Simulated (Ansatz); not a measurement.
A geometry of Cu away from equilibrium: the start of the relaxation of a relaxed Cu cell, doubled along one cell vector, shaken by Gaussian noise of σ = 0.08 Å a coordinate. Level of theory: PBEsol (plane waves to 420 eV, PAW, scalar-relativistic; Ansatz, a first-principles code). Γ-centred k-mesh 15×15×5 on the run's cell (coarser than for final values), Fermi–Dirac smearing 0.05 eV.

```xyz
4
Lattice="-2.2771 2.2771 1.1997 2.2771 -2.2771 1.1997 4.5541 4.5541 -2.3994" Properties=species:S:1:pos:R:3 pbc="T T T"
Cu     0.0803     2.2417     0.6633
Cu     2.3460     4.5608    -0.6202
Cu    -0.0295     0.0798    -0.1040
Cu     2.3037     2.1476    -1.2482
```

Problem. Predict the force on each atom, in eV/Å.

Solution. 
| atom | Fx | Fy | Fz |
|---|---|---|---|
| Cu1 | -0.56 | 0.04 | 0.32 |
| Cu2 | -0.77 | -0.11 | -0.30 |
| Cu3 | 0.82 | -0.55 | -0.03 |
| Cu4 | 0.51 | 0.63 | 0.02 |

Problem. What is the pressure?

Solution. +1.3 GPa, compression positive.

No spin polarisation in the result.

Of the parent cell (I4₁/amd (No. 141)): it is a generated cell of Cu: the first start was made by placing the elements on the sites of a structure type, and the end was not matched to a known phase here, so it may be hypothetical. Known forms of Cu include space group No. 225.
